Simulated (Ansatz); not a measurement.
# MnAs: input and output of an SCF run

MnAs is taken as a measured crystal structure (space group P6_3/mmc), 4 atoms in the cell. The computed pressure is over 10 GPa in size, so the cell is far from the computed equilibrium volume (the chosen U may not suit it). Source: COD entry 9008898, which need not be the ambient phase.

Theory: DFT, PBE+U, PAW, plane waves, scalar-relativistic in Ansatz development build ahead of 0.2.0.

Input file:

```yaml
crystal:
  lattice:
    - [3.70999816, 0.0, 0.0]
    - [-1.85499908, 3.21295266, 0.0]
    - [0.0, 0.0, 5.691]
  atoms:
    - { symbol: Mn, position: [0.0, 0.0, 0.0] }
    - { symbol: Mn, position: [0.0, 0.0, 0.5] }
    - { symbol: As, position: [0.33333333, 0.66666667, 0.25] }
    - { symbol: As, position: [0.66666667, 0.33333333, 0.75] }
hamiltonian:
  xc: pbe
  pseudopotentials: { kind: paw }
  hubbard: { sites: [{ species: Mn, l: d, u_eff: 5.6 }] }
basis:
  ecutwfc: 420
kpoints:
  mp_grid: { grid: [6, 6, 4] }
scf:
  occupations: { method: fermi_dirac, width: 0.05 }
  lower_state_search: "off"
output:
  forces: true
  stress: true
magnetization:
  spin_polarized: true
```

Command:
```sh
ansatz run input.yaml --threads 2 --pin off --max-ram 5120MiB --backend cpu --events-out ev --progress --plain --runs-dir out
```

What the program printed (shortened):

```
Mn: projections on atomic orbitals take those of the free atom [Ne] 3s2 3p6 3d5 4s2, of charge +0.00 (hamiltonian.pseudopotentials.projection_atoms); the dataset's partial waves leave at most 9.0e-7 of an orbital's norm unspanned inside its sphere
As: projections on atomic orbitals take those of the free atom [Ar] 3d10 4s2 4p3, of charge +0.00 (hamiltonian.pseudopotentials.projection_atoms); the dataset's partial waves leave at most 1.7e-6 of an orbital's norm unspanned inside its sphere
band count auto-derived: 39 (N_el = 60.0; filled up to band 30; 36 by the electrons, moments and atoms)
Pseudopotentials: kind: paw
Pseudopotential: Mn, paw, valence charge 15, recommended cutoff 420 eV (normal), Mn.paw.azcp
Pseudopotential: As, paw, valence charge 15, recommended cutoff 420 eV (normal), As.paw.azcp
Functional definition: PBE
Crystal: 4 atoms, lattice volume = 67.837 Å³
Basis set: ecut = 420 eV, 1339 PW (Γ), exchange–correlation on 50×50×80 points (8 copies of the dense FFT grid, shifted against one another)
Bands: 39, of which v1, the nominal top of the filled ones, is band 30 counted from 1 (29 counted from 0)
Symmetry: 24 space group operations
Space group: P63/mmc (ITA 194), of the structure as read, at distance tolerance 4.1e-5 Å
k-points: 21 of 144
Non-local potential: Mn, projectors of the file, l = 0: 3, l = 1: 2, l = 2: 3, l = 3: 1
Non-local potential: As, projectors of the file, l = 0: 2, l = 1: 2, l = 2: 3, l = 3: 1
Initial density: superposition of atomic densities (chi_scale 0.1, normalization cell, long waves kept (reshape's long-wave potential 0.00 eV rms))
Initial wavefunctions: pseudopotential atomic-orbital guess
Functional: x = pbe(κ = 0.804, μ = 0.2195149727645171), c = pbe(β = 0.06672455060314922)
SCF iter   1: F=—  HF=-17502.046933 eV  |F-HF|=—  |Δ(HF+E_count)|=         —  Δρ=1.43e-1 (↑1.43e-1 ↓1.43e-1)  dr2=6.57e1  dr2_m=0.00e0  M=0.000 μB ∫|m|=0.000 μB  β_m=0.30  ethr=3.10e-3  ⟨swp⟩=4.5  Hψ=2650  notcnv=0  defer=7
preconditioner: auto → Kerker (q_TF=auto, 2.673 Å⁻¹)  [metal: Δε(μ)=0.036 eV  Ē_g=6.945 eV  σ=0.050 eV  W_gap=0.18  n_scr=22 (ndim 8)  ℏωp=22.1 eV  f_vac=0.000  D(μ)=7.34/eV (n_scr^D=98)]
spin=Collinear: Kerker preconditioning applied to the charge; magnetization (m = ρ↑ − ρ↓) channel mixes plain (no charge-response kernel on spin).
SCF iter   2: F=—  HF=-17496.444915 eV  |F-HF|=—  |Δ(HF+E_count)|=    5.60e0  Δρ=5.37e-2 (↑5.37e-2 ↓5.37e-2)  dr2=4.42e0  dr2_m=0.00e0  M=0.000 μB ∫|m|=0.000 μB  β_m=0.27  ethr=3.10e-3  ⟨swp⟩=3.4  Hψ=1970  notcnv=0  defer=43
SCF iter   3: F=—  HF=-17495.645890 eV  |F-HF|=—  |Δ(HF+E_count)|=   7.99e-1  Δρ=2.03e-2 (↑2.03e-2 ↓2.03e-2)  dr2=1.10e0  dr2_m=0.00e0  M=0.000 μB ∫|m|=0.000 μB  β_m=0.63  ethr=3.10e-3  ⟨swp⟩=2.8  Hψ=1366  notcnv=0  defer=32
SCF iter   4: F=—  HF=-17491.022280 eV  |F-HF|=—  |Δ(HF+E_count)|=    4.62e0  Δρ=1.98e-1 (↑1.97e-1 ↓1.98e-1)  dr2=2.64e-1  dr2_m=2.41e1  M=7.485 μB ∫|m|=7.494 μB  ethr=1.83e-3  ⟨swp⟩=2.9  Hψ=1778  notcnv=0  defer=35
Mixer restart at iter 4: flushing history
SCF iter   5: F=—  HF=-17496.732983 eV  |F-HF|=—  |Δ(HF+E_count)|=         —  Δρ=2.52e-2 (↑2.22e-2 ↓2.52e-2)  dr2=2.76e-1  dr2_m=1.61e-1  M=6.327 μB ∫|m|=6.617 μB  β_m=0.63  ethr=4.40e-4  ⟨swp⟩=4.9  Hψ=4299  notcnv=0  defer=65
SCF iter   6: F=—  HF=-17503.115789 eV  |F-HF|=—  |Δ(HF+E_count)|=    6.38e0  Δρ=4.78e-2 (↑3.82e-2 ↓4.78e-2)  dr2=2.95e-1  dr2_m=1.10e0  M=7.335 μB ∫|m|=7.993 μB  β_m=0.82  ethr=4.40e-4  ⟨swp⟩=2.9  Hψ=3485  notcnv=0  defer=60
SCF iter   7: F=—  HF=-17505.579481 eV  |F-HF|=—  |Δ(HF+E_count)|=    2.46e0  Δρ=3.64e-2 (↑3.64e-2 ↓3.34e-2)  dr2=1.43e-1  dr2_m=7.24e-1  M=7.970 μB ∫|m|=8.953 μB  β_m=0.91  ethr=4.40e-4  ⟨swp⟩=2.5  Hψ=2595  notcnv=0  defer=56
[... 1 iterations left out ...]
SCF iter   9: F=—  HF=-17506.178431 eV  |F-HF|=—  |Δ(HF+E_count)|=   1.27e-1  Δρ=2.56e-3 (↑1.99e-3 ↓2.56e-3)  dr2=8.31e-3  dr2_m=1.75e-3  M=8.053 μB ∫|m|=9.513 μB  β_m=0.73  ethr=2.38e-4  ⟨swp⟩=3.1  Hψ=3524  notcnv=0  defer=109
SCF iter  10: F=—  HF=-17506.180443 eV  |F-HF|=—  |Δ(HF+E_count)|=   2.01e-3  Δρ=1.17e-3 (↑8.43e-4 ↓1.17e-3)  dr2=2.06e-3  dr2_m=3.11e-4  M=8.052 μB ∫|m|=9.540 μB  β_m=0.87  ethr=1.38e-5  ⟨swp⟩=2.6  Hψ=2696  notcnv=0  defer=112
SCF iter  11: F=—  HF=-17506.181110 eV  |F-HF|=—  |Δ(HF+E_count)|=   6.67e-4  Δρ=2.44e-4 (↑2.44e-4 ↓2.03e-4)  dr2=8.76e-5  dr2_m=1.32e-5  M=8.051 μB ∫|m|=9.536 μB  β_m=0.73  ethr=3.44e-6  ⟨swp⟩=2.2  Hψ=2617  notcnv=0  defer=112
SCF iter  12: F=—  HF=-17506.180955 eV  |F-HF|=—  |Δ(HF+E_count)|=   1.55e-4  Δρ=1.81e-4 (↑1.81e-4 ↓1.69e-4)  dr2=2.81e-5  dr2_m=1.29e-5  M=8.051 μB ∫|m|=9.537 μB  β_m=0.86  ethr=1.46e-7  ⟨swp⟩=2.0  Hψ=2547  notcnv=0  defer=112
SCF iter  13: F=—  HF=-17506.180983 eV  |F-HF|=—  |Δ(HF+E_count)|=   2.75e-5  Δρ=1.02e-4 (↑9.19e-5 ↓1.02e-4)  dr2=2.71e-6  dr2_m=5.42e-6  M=8.051 μB ∫|m|=9.539 μB  β_m=0.93  ethr=4.68e-8  ⟨swp⟩=2.1  Hψ=2124  notcnv=0  defer=112
SCF iter  14: F=—  HF=-17506.180987 eV  |F-HF|=—  |Δ(HF+E_count)|=   3.65e-6  Δρ=1.14e-5 (↑8.55e-6 ↓1.14e-5)  dr2=2.63e-7  dr2_m=2.13e-8  M=8.051 μB ∫|m|=9.537 μB  β_m=0.97  ethr=4.51e-9  ⟨swp⟩=2.0  Hψ=2034  notcnv=0  defer=112
SCF iter  15: F=-17506.180987 eV  HF=-17506.180987 eV  |F-HF|=6.72e-9  |Δ(HF+E_count)|=   1.29e-7  Δρ=4.49e-6 (↑2.16e-6 ↓4.49e-6)  dr2=2.81e-8  dr2_m=2.34e-9  M=8.051 μB ∫|m|=9.537 μB  ethr=1.67e-10  ⟨swp⟩=3.9  Hψ=4670  notcnv=0
the last iteration of the SCF fills more bands at one k-point than at another: 31 at σ=↑ k=0 and 36 at σ=↑ k=18; 23 at σ=↓ k=0 and 26 at σ=↓ k=1 (a band counts as filled where it holds over half of its capacity, the bands of one level by their mean; [...]
SCF 1 converged in 15 iterations: F = -17506.180987 eV  dr2 = 2.81e-8
  greatest PAW one-centre occupation: 1.003 electrons in one spin orbital (limit 2), on the Mn atom at site 1 (counted from 0), in its partial waves of l = 1
SCF converged after 15 iterations
Magnetization: 8.0514 μB (34.0257 up, 25.9743 down)
Absolute magnetization: 9.5306 μB (∫|ρ↑−ρ↓|, with the PAW one-centre terms)
Spin contamination: 0.7684 ħ² per cell (⟨S²⟩ above its minimum at these occupations)
Per-site moments (μB) at R_I (Å): [(4.1606, 1.0607), (4.1606, 1.0607), (-0.2687, 1.0607), (-0.2687, 1.0607)]
Free energy (F): -17506.180987 eV
Harris-Foulkes:  -17506.180987 eV  (|F-HF|=6.72e-9)
Internal energy: -17506.167717 eV  (E = F + TS)
E sigma→0 (E₀):  -17506.174352 eV
Entropy (-TS):   -0.013269 eV (-3.317 meV/atom)
Fermi energy:    13.559524 eV
--- Per-component energies (eV) ---
  E_band       = -934.294330
  E_kinetic    = 811.063868
  E_local      = -7132.997739  (includes V_loc(G=0)·N_el)
  E_nonlocal   = -841.321000
  E_hartree    = 3423.091567
  E_xc         = -385.309801
  E_vxc        = -448.786738  (∫ρ·V_xc dr)
  E_hubbard    = 3.009052  (on-site DFT+U / exact-exchange correction)
  E_vhub       = -24.091458  (the Hubbard potential's part of the band-sum identity)
  E_paw        = -6278.944357  (= ΣΔE_a)
  E_vpaw       = -144.345651  (= ΣTr[D̂ρ^β])
  E_aug_tail   = -0.000005  (compensation charges beyond the density's cutoff)
  E_ewald      = -7104.759303
  E_smearing   = -0.013269  (= −TS)
  E_closure    = -0.000000  (closes the sum)
  Σ components = -17506.180987   (vs F -17506.180987, Δ=0.00e0)
--- Forces (eV/Å), atoms counted from 1 ---
  atom   1  Mn    -0.00000000     0.00000000     0.00000000
  atom   2  Mn    -0.00000000    -0.00000000    -0.00000000
  atom   3  As     0.00000000    -0.00000000    -0.00000000
  atom   4  As    -0.00000000     0.00000000     0.00000000
  max |Σ_I F_I| component: 1.16e-18 eV/Å
--- Stress (GPa, compression-positive) ---
       16.698835       0.000000      -0.000000
        0.000000      16.698835      -0.000000
       -0.000000      -0.000000      20.240128
  P = ⅓ Tr σ = 17.8793 GPa (178.793 kbar)
```

Among 14 converged runs of this cell from various starts and settings, this end is the lowest found.

A static U favours moments and orbital order; the result depends on U and need not be the measured state. No moments are typed, so the program seeds parallel moments of its own.

The run took 11 s on 2 threads of AMD EPYC (Zen 3) (shared host), peak memory 0.48 GiB.
